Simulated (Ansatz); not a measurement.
# Eigenvalues along a path: Pb (hcp type)

```xyz
2
Lattice="3.0421 0.0000 0.0000 -1.5210 2.6345 0.0000 0.0000 0.0000 5.0561" Properties=species:S:1:pos:R:3 pbc="T T T"
Pb    0.0000    1.7563    1.2640
Pb    1.5210    0.8782    3.7921
```

The cell comes from a relaxation on PAW files under the same functional, begun from a prototype that needn't be the stable phase.

Level of theory: DFT with PBEsol, scalar-relativistic, in Ansatz 0.2.0; a Γ-centred 14×14×8 k mesh, Fermi–Dirac smearing of 0.05 eV, no spin polarisation. LAPW: all electrons, basis error target 1 meV/atom.

This run: volume at 0.68 of the series' base cell.

Spin–orbit coupling is left out, which matters for the heavy atoms. The structure type is held throughout; the real material can change phase at far lower pressure.

Path points, in fractions of the reciprocal vectors: Γ (0.000, 0.000, 0.000), M (0.500, 0.000, 0.000), K (0.333, 0.333, 0.000), A (0.000, 0.000, 0.500), L (0.500, 0.000, 0.500), H (0.333, 0.333, 0.500). Levels in eV from the Fermi level; bands 23 to 42, counted from the lowest band of the run. The gap is zero, the pressure 47.9 GPa.

```
# k(1/Å) point b23 b24 b25 b26 b27 b28 b29 b30 b31 b32 b33 b34 b35 b36 b37 b38 b39 b40 b41 b42
0.000 Γ -18.09 -17.80 -17.72 -17.72 -17.65 -17.65 -17.44 -17.44 -16.98 -16.98 -15.34 -8.80 -6.76 8.36 8.36 9.34 9.72 10.53 11.06 11.06
0.298 - -18.02 -17.82 -17.69 -17.63 -17.61 -17.54 -17.51 -17.49 -17.08 -16.97 -14.94 -8.54 -6.23 4.76 6.73 8.51 10.17 10.35 11.15 11.60
0.596 - -18.10 -17.81 -17.71 -17.64 -17.58 -17.40 -17.33 -17.28 -17.28 -16.94 -13.67 -7.70 -4.78 0.05 4.59 5.17 7.34 8.43 10.31 10.48
0.894 - -18.25 -17.93 -17.93 -17.67 -17.47 -17.42 -17.13 -17.04 -16.99 -16.93 -11.54 -6.48 -3.81 -2.72 0.80 3.08 4.01 8.07 8.58 9.30
1.192 M -18.31 -18.03 -17.98 -17.71 -17.47 -17.40 -17.01 -16.92 -16.92 -16.86 -9.13 -8.07 -3.16 -2.37 -1.13 2.00 2.53 7.94 7.97 8.90
1.365 - -18.26 -18.03 -17.93 -17.70 -17.47 -17.40 -17.08 -16.94 -16.92 -16.90 -9.03 -7.95 -3.12 -2.20 -0.97 1.54 2.05 6.80 8.19 9.18
1.537 - -18.10 -18.04 -17.79 -17.69 -17.49 -17.40 -17.22 -16.98 -16.98 -16.94 -8.73 -7.63 -3.16 -1.70 -0.49 -0.07 2.13 4.58 6.78 11.63
1.709 - -18.06 -17.88 -17.68 -17.65 -17.54 -17.39 -17.36 -17.06 -17.01 -16.98 -8.21 -7.26 -3.78 -0.91 -0.76 0.26 2.02 2.26 5.50 14.34
1.881 K -18.07 -17.69 -17.69 -17.60 -17.60 -17.52 -17.31 -17.06 -17.06 -17.02 -7.48 -7.48 -4.39 -0.30 -0.30 0.56 1.27 1.27 5.02 15.61
2.225 - -18.00 -17.86 -17.84 -17.69 -17.45 -17.42 -17.28 -17.25 -16.99 -16.90 -10.34 -6.07 -2.62 -2.52 -1.51 2.10 3.16 3.89 6.10 14.33
2.569 - -17.92 -17.92 -17.76 -17.65 -17.58 -17.47 -17.30 -17.28 -17.14 -16.96 -13.09 -7.31 -4.18 -0.06 1.03 5.74 6.78 7.13 8.35 11.70
2.914 - -18.00 -17.85 -17.66 -17.65 -17.56 -17.52 -17.52 -17.51 -17.11 -16.96 -14.80 -8.45 -6.06 4.49 5.29 9.58 10.29 10.31 10.65 10.94
3.258 Γ -18.09 -17.80 -17.72 -17.72 -17.65 -17.65 -17.44 -17.44 -16.98 -16.98 -15.34 -8.80 -6.76 8.36 8.36 9.34 9.72 10.53 11.06 11.06
3.413 - -18.08 -17.81 -17.74 -17.74 -17.66 -17.66 -17.41 -17.41 -16.99 -16.99 -15.23 -9.79 -5.56 8.44 8.44 8.60 9.37 10.40 10.92 10.92
3.569 - -18.04 -17.82 -17.76 -17.76 -17.69 -17.69 -17.33 -17.33 -17.02 -17.02 -14.89 -11.20 -3.54 6.32 8.66 8.66 9.31 10.10 10.56 10.56
3.724 - -17.98 -17.86 -17.76 -17.76 -17.72 -17.72 -17.24 -17.24 -17.07 -17.07 -14.32 -12.46 -1.27 3.74 9.03 9.03 9.34 9.76 10.05 10.05
3.879 A -17.92 -17.92 -17.75 -17.75 -17.75 -17.75 -17.15 -17.15 -17.15 -17.15 -13.51 -13.51 1.18 1.18 9.49 9.49 9.51 9.51 9.51 9.51
4.177 - -17.89 -17.89 -17.75 -17.75 -17.65 -17.65 -17.23 -17.23 -17.16 -17.16 -13.09 -13.09 1.47 1.47 6.31 6.31 8.44 8.44 9.27 9.27
4.476 - -17.97 -17.97 -17.76 -17.76 -17.43 -17.43 -17.22 -17.22 -17.14 -17.14 -11.86 -11.86 1.01 1.01 3.09 3.09 6.61 6.61 8.79 8.79
4.774 - -18.08 -18.08 -17.93 -17.93 -17.34 -17.34 -17.03 -17.03 -16.99 -16.99 -9.81 -9.81 -2.92 -2.92 4.11 4.11 5.19 5.19 8.36 8.36
5.072 L -18.10 -18.10 -18.03 -18.03 -17.34 -17.34 -16.95 -16.95 -16.88 -16.88 -7.66 -7.66 -5.80 -5.80 4.66 4.66 4.95 4.95 8.14 8.14
5.244 - -18.05 -18.05 -18.02 -18.02 -17.37 -17.37 -16.96 -16.96 -16.92 -16.92 -7.57 -7.57 -5.64 -5.64 3.05 3.05 5.39 5.39 9.39 9.39
5.416 - -17.99 -17.99 -17.89 -17.89 -17.44 -17.44 -17.07 -17.07 -16.93 -16.93 -7.31 -7.31 -5.15 -5.15 0.79 0.79 5.84 5.84 10.08 10.08
5.588 - -17.95 -17.95 -17.69 -17.69 -17.50 -17.50 -17.24 -17.24 -16.95 -16.95 -6.91 -6.91 -4.41 -4.41 -1.33 -1.33 6.39 6.39 10.11 10.11
5.760 H -17.93 -17.93 -17.62 -17.62 -17.44 -17.44 -17.38 -17.38 -16.96 -16.96 -6.62 -6.62 -3.86 -3.86 -2.51 -2.51 6.73 6.73 9.99 9.99
6.104 - -17.96 -17.96 -17.71 -17.71 -17.46 -17.46 -17.33 -17.33 -16.90 -16.90 -8.64 -8.64 -2.67 -2.67 -0.26 -0.26 5.36 5.36 11.48 11.48
6.449 - -17.93 -17.93 -17.73 -17.73 -17.47 -17.47 -17.34 -17.34 -17.01 -17.01 -11.30 -11.30 0.75 0.75 2.73 2.73 4.06 4.06 12.17 12.17
6.793 - -17.87 -17.87 -17.76 -17.76 -17.62 -17.62 -17.25 -17.25 -17.15 -17.15 -12.95 -12.95 1.55 1.55 5.98 5.98 7.08 7.08 10.24 10.24
7.137 A -17.92 -17.92 -17.75 -17.75 -17.75 -17.75 -17.15 -17.15 -17.15 -17.15 -13.51 -13.51 1.18 1.18 9.49 9.49 9.51 9.51 9.51 9.51
```
